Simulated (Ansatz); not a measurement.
Input and command of a calculation in Ansatz (plane waves; scalar-relativistic PAW potentials unless the input names others):

```yaml
crystal:
  lattice:
    - [0.0, 1.8717075, 2.015685]
    - [1.8717075, 0.0, 2.015685]
    - [1.8717075, 1.8717075, 0.0]
  atoms:
    - { symbol: Ir, position: [0.0, 0.0, 0.0] }
basis:
  ecutwfc: 500
kpoints:
  mp_grid: { grid: [22, 22, 22] }
hamiltonian:
  xc: b3-lyp
scf:
  occupations: { method: gaussian, width: 0.15 }
  max_iter: 75
output:
  forces: true
  eigenvalues: true
  stress: true
```

```bash
ansatz run input.yaml --threads 1 --pin off --max-ram 2560MiB --backend cpu --events-out ev --progress --plain --runs-dir out
```

Task: What is wrong with this input?

Result: The program refuses it, because of an unknown functional (hamiltonian.xc: "r2scan" → "b3-lyp"; the functional meant is spelt b3lyp). With the sound run's settings it is accepted.

Abridged log:
```
Error: YAML parse error: error: line 13 column 7: hamiltonian.xc: unknown variant `b3-lyp`, expected one of `lda`, `lda-pw`, `pw92`, `pbe`, `pbesol`, `rpbe`, `revpbe`, `blyp`, `pbe0`, `revpbe0`, `b3lyp`, `b3lyp5`, `hse06`, `wpbeh`, `hiss`, `lc_wpbe`, `cam_b3lyp`, `hf`, `r2scan`, `r2scanh`, `r2scan0`, `r2scan50`, `mr2scan`
  --> <input>:13:7
   |
11 |   mp_grid: { grid: [22, 22, 22] }
12 | hamiltonian:
13 |   xc: b3-lyp
   |       ^ hamiltonian.xc: unknown variant `b3-lyp`, expected one of `lda`, `lda-pw`, `pw92`, `pbe`, `pbesol`, `rpbe`, `revpbe`, `blyp`, `pbe0`, `revpbe0`, `b3lyp`, `b3lyp5`, `hse06`, `wpbeh`, `hiss`, `lc_wpbe`, `cam_b3lyp`, `hf`, `r2scan`, `r2scanh`, `r2scan0`, `r2scan50`, `mr2scan`
14 | scf:
15 |   occupations: { method: gaussian, width: 0.15 }
   |
```